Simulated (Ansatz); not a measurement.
AlC$_{2}$N:
```yaml
crystal:
  lattice:
    - [1.46878, 0.84800, 4.78242]
    - [-1.46878, 0.84800, 4.78242]
    - [0.00000, -1.69600, 4.78242]
  atoms:
    - { symbol: Al, position: [0.00161, 0.00161, 0.00161] }
    - { symbol: N, position: [0.86885, 0.86885, 0.86885] }
    - { symbol: C, position: [0.48702, 0.48702, 0.48702] }
    - { symbol: C, position: [0.39249, 0.39249, 0.39249] }
```

Relaxed with PBEsol. Special points in fractions of this cell's reciprocal vectors: Γ (0.000, 0.000, 0.000); T (0.500, 0.500, 0.500); H2 (0.812, 0.188, 0.500); H0 (0.500, -0.188, 0.188); L (0.500, 0.000, 0.000); S0 (0.344, -0.344, 0.000); S2 (0.656, 0.000, 0.344); F (0.500, 0.000, 0.500).

**Question.** List the band energies nearest the Fermi level at these points for the program Ansatz at the PBEsol level (PAW).

**Answer.** In eV from the Fermi level; about four levels below and three above (degenerate sets whole), none deeper than 8.9 eV; points with the same levels are listed once.

| k | below | above |
|---|---|---|
| Γ | -2.89 -0.64 -0.04 -0.04 | 4.05 4.05 5.65 |
| T | -3.76 -3.76 -0.25 -0.25 -0.09 | 4.53 4.53 4.79 |
| H2 | -6.34 -5.36 -3.47 -2.84 | 2.75 3.58 4.32 |
| L | -6.32 -5.52 -4.79 -1.01 | 1.39 4.46 5.36 |
| S0 | -6.46 -5.26 -3.68 -2.83 | 2.73 4.10 4.12 |
| F | -5.63 -4.96 -2.71 -0.45 | 0.46 1.90 4.91 |

Space group R3m. The start of the workflow was typed in or built on a structure type; neither database checked (COD, Materials Project) lists it. Whether it is the stable phase at ambient conditions was not checked. The cell was relaxed with PBEsol under the symmetry of its start. At this level the phase is dynamically unstable (imaginary phonons). Its formation energy is positive at this level, so the cell may be metastable or incomplete.

Potentials: the earlier of the program's two PAW sets. The files were generated under PBE; for other functionals the program regenerates the frozen cores, and for LDA and PBEsol the local potential too.
